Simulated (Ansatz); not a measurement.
# Every step of a relaxation of AlRu (rocksalt type)

DFT, PBEsol, PAW with Ansatz's default frozen-core files, scalar-relativistic (Ansatz 0.2.0); a Γ-centred 14×14×14 k mesh, Fermi–Dirac smearing of 0.05 eV, no spin polarisation. The run relaxes cell and atoms at a target pressure of 0 GPa.

Command: `ansatz run input.yaml --threads 1 --pin off --max-ram 2048MiB --backend cpu --events-out ev --progress --plain --runs-dir out` It took 16 s on 1 thread of Intel(R) Xeon(R) Platinum 8375C CPU @ 2.90GHz (Ice Lake), on a shared host, peak memory 0.38 GiB.

```yaml
crystal:
  lattice:
    - [0.0, 2.5359338295, 2.5359338295]
    - [2.5359338295, 0.0, 2.5359338295]
    - [2.5359338295, 2.5359338295, 0.0]
  atoms:
    - { symbol: Ru, position: [0.0, 0.0, 0.0] }
    - { symbol: Al, position: [0.5, 0.5, 0.5] }
kpoints:
  mp_grid: { grid: [14, 14, 14] }
scf:
  occupations: { method: fermi_dirac, width: 0.05 }
hamiltonian:
  xc: pbesol
  pseudopotentials: { kind: paw }
output:
  forces: true
  stress: true
relax:
  f_tol: 0.005
  max_steps: 40
  cell: {}
```

Each step lists its free energy a cell above the last geometry, the pressure, the cell vectors (Å), and Cartesian positions (Å) with forces (eV/Å).

The first step:

```
step 1  dF = 99.12 meV  P = -11.04 GPa
  cell 0.0000 2.5359 2.5359  2.5359 0.0000 2.5359  2.5359 2.5359 0.0000
  Ru 0.0000 0.0000 0.0000   0.0000 0.0000 0.0000
  Al 2.5359 2.5359 2.5359   0.0000 0.0000 0.0000
```

The PAW files were made under PBE.

Where does the relaxation end, and by which steps?

After 4 geometries, with conventional a, b, c = 4.931, 4.931, 4.931 Å, at 14.982 Å³/atom (-8.13 % against the start) in space group Fm-3m, with a shortest distance of 2.465 Å. The further steps:
```
step 2  dF = 0.71 meV  P = 1.14 GPa
  cell 0.0000 2.4593 2.4593  2.4593 0.0000 2.4593  2.4593 2.4593 0.0000
  Ru 0.0000 0.0000 0.0000   0.0000 0.0000 0.0000
  Al 2.4593 2.4593 2.4593   0.0000 0.0000 0.0000
step 3  dF = 0.02 meV  P = -0.17 GPa
  cell 0.0000 2.4661 2.4661  2.4661 0.0000 2.4661  2.4661 2.4661 0.0000
  Ru 0.0000 0.0000 0.0000   0.0000 0.0000 0.0000
  Al 2.4661 2.4661 2.4661   0.0000 0.0000 0.0000
step 4  dF = 0.00 meV  P = 0.00 GPa
  cell 0.0000 2.4653 2.4653  2.4653 0.0000 2.4653  2.4653 2.4653 0.0000
  Ru 0.0000 0.0000 0.0000   0.0000 0.0000 0.0000
  Al 2.4653 2.4653 2.4653   0.0000 0.0000 0.0000
step 5  dF = 0.59 meV  P = 0.00 GPa  (same geometry on a basis chosen anew; earlier energies don't compare to the last digit)
  cell 0.0000 2.4653 2.4653  2.4653 0.0000 2.4653  2.4653 2.4653 0.0000
  Ru 0.0000 0.0000 0.0000   0.0000 0.0000 0.0000
  Al 2.4653 2.4653 2.4653   0.0000 0.0000 0.0000
```
